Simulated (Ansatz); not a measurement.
**Na: computed DOS**

```
Na
1.0
    -2.11750    2.11750    2.11750
     2.11750   -2.11750    2.11750
     2.11750    2.11750   -2.11750
Na
1
Direct
  0.00000 0.00000 0.00000
```

Structure: COD 9011002, as refined from experiment and not relaxed.

These are results of Ansatz 0.2.0, DFT, PBEsol, all-electron LAPW, scalar-relativistic, not measurements.

Numerical set-up: a Γ-centred 12×12×12 k mesh, Fermi–Dirac smearing of 0.05 eV, basis error target 0.25 meV/atom, no spin polarisation.

States per eV and cell, averaged over 0.4 eV, from -3.0 to 3.6 eV, with energies (bin centres) from the Fermi level; empty bins are left out. 

| E (eV) | total |
| --- | --- |
| -2.9 | 0.12 |
| -2.5 | 0.20 |
| -2.1 | 0.26 |
| -1.7 | 0.31 |
| -1.3 | 0.35 |
| -0.9 | 0.39 |
| -0.5 | 0.43 |
| -0.1 | 0.47 |
| 0.3 | 0.54 |
| 0.7 | 0.63 |
| 1.1 | 0.54 |
| 1.5 | 0.46 |
| 1.9 | 0.51 |
| 2.3 | 0.73 |
| 2.7 | 0.70 |
| 3.1 | 0.61 |
| 3.5 | 0.66 |
